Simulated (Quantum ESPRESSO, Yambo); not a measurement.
## Levels of theory for the gap of Ba2ScCuO4

Ba2ScCuO4 (space group P4/mmm, No. 123): one geometry, one set of PBEsol (pw.x of Quantum ESPRESSO, ONCV potentials, without SOC) orbitals, self-energies from Yambo (2×2×1 Γ-centred k mesh, bands 6 to 214 and a 7 Ry block in the screening, 214 bands in G with the Bruneval-Gonze terminator, plasmon pole fitted at 27.2 eV).

The geometry is that of Materials Project entry mp-1228350, symmetrised and not relaxed again.

| level | gap M → X (eV) | direct gap at X (eV) | rough Yambo cost |
|---|---|---|---|
| PBEsol (Quantum ESPRESSO) | 1.99 | 2.02 | – |
| exchange only (Hartree-Fock self-energy on PBEsol orbitals) | 12.48 | 12.36 | about 1/8 (6 states) |
| static COHSEX@PBEsol | 3.30 | 3.35 | within a factor of two (3 states) |
| G0W0@PBEsol, plasmon pole | 2.90 | 2.92 | 1 (6 states) |
| G0W0@PBEsol, multipole fit to 8 frequencies, no terminator | 2.83 | 2.86 | within a factor of two (3 states) |
| G0W0@PBEsol, plasmon pole, no terminator | 2.78 | 2.80 | about 1/5 (3 states, screening reused) |

Bare exchange has no screening and gives the widest gap; static COHSEX screens it but leaves out the frequency dependence, which G0W0 restores. All rows use the PBEsol edge points; in the exchange only run other k points give a smaller gap, 12.36 eV.

Costs are rough ratios of core time on shared machines.

Nearest settings tried, and what they do to the gap: 142 bands in G: +18 meV; 142 bands in W, 142 bands in G: +43 meV; 6 Ry block (241 vectors against 313): +41 meV. Not varied: mesh. So the settings aren't converged at that level. Oxides, nitrides and fluorides with a shallow 3d shell are known to need far more bands and larger blocks. The k mesh is coarse.

The filled Cu 3d shell has no Hubbard U; semilocal functionals place it too high.

The structure is a Materials Project entry; no match was found in the copy of COD used, and its stability was not checked.
